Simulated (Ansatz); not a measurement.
AlP (NiAs type, P6_3/mmc), a = b = 3.5704 Å, c = 5.7571 Å, α = β = 90.00°, γ = 120.00°.

Relaxed with PBEsol.

Q: Which orbitals make up the states near the Fermi level in the program Ansatz at the PBEsol level (PAW)?

A: Within 0.5 eV of the Fermi level: P 3p 72 %, Al 3p 12 %, Al 3s 12 %. Projections are on Löwdin-orthogonalised atomic valence shells; empty p or d shells of many metals are not among them.

Q: Tabulate the density of states.

A: States/eV per cell of 4 atoms, in 0.25 eV bins, energy from the Fermi level.

```tsv
E (eV)	total	P 3p	Al 3p	Al 3s
-7.85	0.00	0.00	0.00	0.00
-7.60	0.00	0.00	0.00	0.00
-7.35	0.13	0.07	0.00	0.05
-7.10	0.77	0.42	0.09	0.22
-6.85	1.63	0.87	0.22	0.42
-6.60	1.53	0.81	0.23	0.36
-6.35	1.39	0.74	0.25	0.31
-6.10	1.59	0.85	0.29	0.33
-5.85	1.37	0.72	0.27	0.24
-5.60	1.33	0.70	0.26	0.21
-5.35	1.64	0.87	0.34	0.25
-5.10	1.33	0.72	0.29	0.17
-4.85	1.08	0.60	0.25	0.12
-4.60	1.45	0.81	0.39	0.12
-4.35	1.99	1.14	0.58	0.14
-4.10	1.50	0.86	0.45	0.08
-3.85	1.31	0.76	0.37	0.07
-3.60	1.45	0.86	0.39	0.08
-3.35	1.60	0.97	0.39	0.11
-3.10	1.80	1.10	0.43	0.13
-2.85	1.90	1.19	0.46	0.12
-2.60	2.00	1.29	0.47	0.11
-2.35	2.07	1.36	0.47	0.11
-2.10	1.92	1.28	0.40	0.10
-1.85	2.15	1.47	0.42	0.11
-1.60	1.89	1.33	0.34	0.09
-1.35	2.17	1.59	0.36	0.10
-1.10	2.30	1.74	0.33	0.12
-0.85	2.34	1.84	0.28	0.11
-0.60	2.08	1.69	0.21	0.09
-0.35	1.37	1.08	0.16	0.08
-0.10	0.96	0.73	0.11	0.09
0.15	0.44	0.27	0.06	0.10
0.40	0.27	0.10	0.04	0.11
0.65	0.26	0.05	0.05	0.15
0.90	0.53	0.10	0.09	0.27
1.15	1.04	0.23	0.17	0.49
1.40	1.24	0.26	0.19	0.54
1.65	1.02	0.19	0.18	0.43
1.90	1.26	0.24	0.24	0.50
2.15	1.16	0.21	0.22	0.42
2.40	1.10	0.19	0.23	0.37
2.65	1.34	0.23	0.33	0.39
2.90	1.60	0.27	0.45	0.40
3.15	1.90	0.32	0.56	0.40
3.40	2.25	0.35	0.78	0.35
3.65	2.55	0.35	1.12	0.25
3.90	2.20	0.31	1.00	0.15
4.15	2.70	0.37	1.29	0.17
4.40	2.85	0.41	1.31	0.18
4.65	3.01	0.44	1.29	0.17
```

The start of the workflow was typed in or built on a structure type; neither database checked (COD, Materials Project) lists it. It is not the phase usual at ambient conditions (space group No. 216). The PBEsol relaxation kept the symmetry of its start; of distortions, only those at the zone centre were tested.

Potentials: the later of the program's two PAW sets.
